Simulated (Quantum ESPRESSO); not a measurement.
# Ta3Rh3AgRu: input and log of a self-consistent run

Simulated, not a measurement. The program is pw.x of Quantum ESPRESSO 7.5 (plane-wave density functional theory). The cell is made up: eight metal atoms on a hexagonal close-packed lattice, with elements, volume, strain and displacements drawn at random and not relaxed, so it may be unstable or far from any real phase. PseudoDojo standard norm-conserving files set the functional (PBE unless stated); there is no spin polarisation or spin-orbit coupling, the Fermi-Dirac width of 0.25 eV means electrons at about 2900 K, and the masses in the input are unused placeholders. Heavy elements are run without spin-orbit coupling, which real alloys of them have. A spin test at this wide smearing found no moment, but such smearing suppresses magnetism that the real alloy may have.

Input:

```
&control calculation='scf', pseudo_dir='./dojo.nc.sr.pbe.v0_5.standard.upf', outdir='./o', disk_io='minimal', tprnfor=.true., tstress=.true. /
&system ibrav=0, nat=8, ntyp=4, nbnd=80, ecutwfc=87.97787729, nosym=.true., tot_charge=0,
 occupations='smearing', smearing='fd', degauss=0.0183746611
/
&electrons conv_thr=1.470e-08, electron_maxstep=70, mixing_beta=0.5 /
ATOMIC_SPECIES
Ag 1.0 Ag.upf
Rh 1.0 Rh.upf
Ru 1.0 Ru.upf
Ta 1.0 Ta.upf
CELL_PARAMETERS angstrom
-2.714 0.0 0.0
0.0 4.7008 0.0
1.357 -2.3504 -9.101
ATOMIC_POSITIONS angstrom
Ta -0.0193 0.0147 -0.0536
Rh 0.0898 1.552 -2.2728
Ta -0.0936 -0.0576 -4.4676
Rh 0.0134 1.4679 -6.7885
Ag -1.3733 2.5103 0.0885
Ru -1.378 3.9453 -2.2973
Ta -1.2555 2.2728 -4.4555
Rh -1.4703 -0.729 -6.7741
K_POINTS automatic
9 5 3 1 1 1
```

The log is shortened where brackets say so; the opening notice, blank lines, dates and the lines on written files are dropped, and the path of the files is cut. It prints rydbergs, bohrs and kilobars, and counts compression as positive stress. Its total energy is the free energy E - TS of the whole cell.

```
     Program PWSCF v.7.5
     Parallel version (MPI & OpenMP), running on       4 processor cores
     Number of MPI processes:                 4
     Threads/MPI process:                     1
     [start-up lines left out]
     bravais-lattice index     =            0
     lattice parameter (alat)  =       5.1287  a.u.
     unit-cell volume          =     783.5511 (a.u.)^3
     number of atoms/cell      =            8
     number of atomic types    =            4
     number of electrons       =       125.00
     number of Kohn-Sham states=           80
     kinetic-energy cutoff     =      87.9779  Ry
     charge density cutoff     =     351.9115  Ry
     scf convergence threshold =      1.5E-08
     mixing beta               =       0.5000
     number of iterations used =            8  plain     mixing
     Exchange-correlation= PBE
                           (   1   4   3   4   0   0   0)
     [axes and pseudopotential details left out]
   Cartesian axes
     site n.     atom                  positions (alat units)
         1        Ta     tau(   1) = (  -0.0071113   0.0054164  -0.0197494  )
         2        Rh     tau(   2) = (   0.0330877   0.5718497  -0.8374355  )
         3        Ta     tau(   3) = (  -0.0344878  -0.0212233  -1.6461312  )
         4        Rh     tau(   4) = (   0.0049374   0.5408622  -2.5012896  )
         5        Ag     tau(   5) = (  -0.5060059   0.9249447   0.0326087  )
         6        Ru     tau(   6) = (  -0.5077377   1.4536846  -0.8464628  )
         7        Ta     tau(   7) = (  -0.4626013   0.8374355  -1.6416728  )
         8        Rh     tau(   8) = (  -0.5417465  -0.2686072  -2.4959838  )
     number of k points=    68  Fermi-Dirac smearing, width (Ry)=  0.0184
                       cart. coord. in units 2pi/alat
        k(    1) = (  -0.0555556   0.0577349  -0.0728955), wk =   0.0296296
        k(    2) = (  -0.0555556   0.0577349   0.1259105), wk =   0.0296296
     [further k points left out]
     Dense  grid:    87491 G-vectors     FFT dimensions: (  32,  54, 108)
     Estimated max dynamical RAM per process >     397.28 MB
     Estimated total dynamical RAM >       1.49 GB
     Initial potential from superposition of free atoms
     starting charge     124.9941, renormalised to     125.0000
     Starting wfcs are   80 randomized atomic wfcs
     total cpu time spent up to now is        6.1 secs
     per-process dynamical memory:   316.9 Mb
     Self-consistent Calculation
     iteration #  1     ecut=    87.98 Ry     beta= 0.50
     Davidson diagonalization with overlap
     ethr =  1.00E-02,  avg # of iterations =  5.3
     total cpu time spent up to now is       24.0 secs
     total energy              =   -1602.72783235 Ry
     estimated scf accuracy    <       6.09961627 Ry
     iteration #  2     ecut=    87.98 Ry     beta= 0.50
     Davidson diagonalization with overlap
     ethr =  4.88E-03,  avg # of iterations =  4.6
     total cpu time spent up to now is       41.6 secs
     total energy              =   -1600.39448328 Ry
     estimated scf accuracy    <     113.23841799 Ry
     iteration #  3     ecut=    87.98 Ry     beta= 0.50
     Davidson diagonalization with overlap
     ethr =  4.88E-03,  avg # of iterations =  6.0
     total cpu time spent up to now is       60.6 secs
     total energy              =   -1605.62012116 Ry
     estimated scf accuracy    <      12.51275712 Ry
     iteration #  4     ecut=    87.98 Ry     beta= 0.50
     Davidson diagonalization with overlap
     ethr =  4.88E-03,  avg # of iterations =  2.2
     total cpu time spent up to now is       73.7 secs
     total energy              =   -1606.32939202 Ry
     estimated scf accuracy    <       3.70185003 Ry
     iteration #  5     ecut=    87.98 Ry     beta= 0.50
     Davidson diagonalization with overlap
     ethr =  2.96E-03,  avg # of iterations =  1.1
     total cpu time spent up to now is       85.7 secs
     total energy              =   -1606.49050181 Ry
     estimated scf accuracy    <       1.34431042 Ry
     [iterations 6 to 13 left out]
     iteration # 14     ecut=    87.98 Ry     beta= 0.50
     Davidson diagonalization with overlap
     ethr =  9.11E-08,  avg # of iterations =  1.0
     total cpu time spent up to now is      201.5 secs
     total energy              =   -1606.53993484 Ry
     estimated scf accuracy    <       0.00000520 Ry
     iteration # 15     ecut=    87.98 Ry     beta= 0.50
     Davidson diagonalization with overlap
     ethr =  4.16E-09,  avg # of iterations =  2.0
     total cpu time spent up to now is      215.1 secs
     total energy              =   -1606.53993136 Ry
     estimated scf accuracy    <       0.00012410 Ry
     iteration # 16     ecut=    87.98 Ry     beta= 0.50
     Davidson diagonalization with overlap
     ethr =  4.16E-09,  avg # of iterations =  2.0
     total cpu time spent up to now is      228.2 secs
     total energy              =   -1606.53993621 Ry
     estimated scf accuracy    <       0.00000009 Ry
     iteration # 17     ecut=    87.98 Ry     beta= 0.50
     Davidson diagonalization with overlap
     ethr =  6.83E-11,  avg # of iterations =  2.1
     total cpu time spent up to now is      242.2 secs
     total energy              =   -1606.53993623 Ry
     estimated scf accuracy    <       0.00000002 Ry
     iteration # 18     ecut=    87.98 Ry     beta= 0.50
     Davidson diagonalization with overlap
     ethr =  1.31E-11,  avg # of iterations =  2.0
     total cpu time spent up to now is      256.2 secs
     End of self-consistent calculation
     [lines on levels left out]
!    total energy              =   -1606.53993622 Ry
     estimated scf accuracy    <       0.00000001 Ry
     smearing contrib. (-TS)   =      -0.09666086 Ry
     internal energy E=F+TS    =   -1606.44327536 Ry
     The total energy is F=E-TS. E is the sum of the following terms:
     one-electron contribution =    -368.22438850 Ry
     hartree contribution      =     271.68402403 Ry
     xc contribution           =    -283.64813821 Ry
     ewald contribution        =   -1226.25477269 Ry
     convergence has been achieved in  18 iterations
     Forces acting on atoms (cartesian axes, Ry/au):
     atom    1 type  4   force =    -0.00041965    0.08107765    0.02364517
     atom    2 type  2   force =    -0.01852709    0.02932892    0.03429810
     atom    3 type  4   force =     0.03491511   -0.01100759   -0.03701887
     atom    4 type  2   force =    -0.01843940    0.07825845    0.03050265
     atom    5 type  1   force =    -0.00249957   -0.10737697   -0.03944417
     atom    6 type  3   force =     0.01113346   -0.02580598    0.02861568
     atom    7 type  4   force =    -0.03418255    0.02028452   -0.05498425
     atom    8 type  2   force =     0.02801970   -0.06475900    0.01438570
     Total force =     0.210018     Total SCF correction =     0.000541
     Computing stress (Cartesian axis) and pressure
          total   stress  (Ry/bohr**3)                   (kbar)     P=      275.51
   0.00225344  -0.00010419  -0.00006479          331.49      -15.33       -9.53
  -0.00010419   0.00253318  -0.00002638          -15.33      372.64       -3.88
  -0.00006479  -0.00002638   0.00083209           -9.53       -3.88      122.41
     init_run     :      5.77s CPU      5.99s WALL (       1 calls)
     electrons    :    245.18s CPU    250.10s WALL (       1 calls)
     forces       :      2.38s CPU      2.39s WALL (       1 calls)
     stress       :      8.31s CPU      8.31s WALL (       1 calls)
     [timing details left out]
     PWSCF        :   4m21.78s CPU   4m26.95s WALL
     JOB DONE.
```

In other units: free energy -21858.089 eV for the cell, pressure 27.55 GPa, largest force component 2.761 eV/Å in size. The run took 269 s of wall time with four MPI processes on a shared machine (AMD EPYC, Zen 5, virtual cores), so the time is rough. A rerun of this cell at a higher cutoff and on a denser mesh moved values by no more than 0.005 eV in energy, 0.18 GPa in stress and 0.010 eV/Å in force, and a second program with other atomic files agreed on that cell to 2 % rms in force and 0.5 GPa in pressure.